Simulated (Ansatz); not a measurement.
ZnCu:
```yaml
crystal:
  lattice:
    - [2.91857, 0.00000, 0.00000]
    - [0.00000, 2.91857, 0.00000]
    - [0.00000, 0.00000, 2.91857]
  atoms:
    - { symbol: Zn, position: [0.50000, 0.50000, 0.50000] }
    - { symbol: Cu, position: [0.00000, 0.00000, 0.00000] }
```

Relaxed with r²SCAN. Special points in fractions of this cell's reciprocal vectors: Γ (0.000, 0.000, 0.000); X (0.000, 0.500, 0.000); M (0.500, 0.500, 0.000); R (0.500, 0.500, 0.500).

Question: List the band energies nearest the Fermi level at these points for the program Ansatz at the r²SCAN level (PAW).

Answer: In eV from the Fermi level; about four levels below and three above (degenerate sets whole), none deeper than 8.9 eV; points with the same levels are listed once.

```tsv
k	below	above
Γ	-3.79 -3.79 -2.86 -2.86 -2.86	6.67 6.67 6.67
X	-3.45 -3.45 -2.94 -2.09	12.55 12.55 13.09 13.09
M	-3.02 -3.02 -2.62 -2.12 -2.12	2.06 2.36 15.07
R	-4.57 -4.57 -4.57 -2.60 -2.60	4.51 4.51 4.51
```

Space group Pm-3m (CsCl type). The r²SCAN relaxation kept the symmetry of its start. No spin polarisation was allowed.

Potentials: the later of the program's two PAW sets.
